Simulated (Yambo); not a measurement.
Yambo run on Mg2Si (space group Fm-3m, No. 225). The wavefunctions are norm-conserving LDA (Quantum ESPRESSO, 84 Ry, scalar-relativistic) ones on a 4×4×4 mesh (12 occupied bands); a = b = c = 4.4259 Å, α = β = γ = 60.00°.

Yambo input:

```
rim_cut
gw0
dyson
el_el_corr
HF_and_locXC
ppa
em1d
RandQpts= 1000000
RandGvec= 1 Ry
EXXRLvcs= 84 Ry
VXCRLvcs= 336 Ry
Chimod= "HARTREE"
% BndsRnXp
 9 | 51 |
%
NGsBlkXp= 10 Ry
% LongDrXp
 1.0 | 1.0 | 1.0 |
%
PPAPntXp= 27.2114 eV
% GbndRnge
 1 | 51 |
%
GTermKind= "BG"
DysSolver= "n"
ExtendOut
% QPkrange
 1 | 1 | 12 | 13 |
 7 | 7 | 13 | 13 |
%
```

k points by index: 1 = Γ, 7 = X.

The o-*.qp file then holds:

```
#    K-point    Band    Eo [eV]    E [eV]    E-Eo [eV]    Vxc [eV]    Vnlxc [eV]    Sc|Eo [eV]    Sc|E [eV]    dSc/dw|Eo [eV]    Re(Z)    Im(Z)
#
    1    12    0.000000    -0.356363    -0.356363    -10.19918    -11.40176    0.730865    0.846217    -8.805603    0.755510    -0.002052
    1    13    1.974050    2.195136    0.221086    -9.499044    -5.247912    -3.961305    -4.030046    -8.453309    0.762973    -0.002001
    7    13    0.115490    0.280944    0.165454    -8.042665    -4.582522    -3.247209    -3.294689    -7.801343    0.777180    -0.001985
```
(The two width columns are left out.) Convergence of these settings isn't established.

Geometry relaxed with LDA.
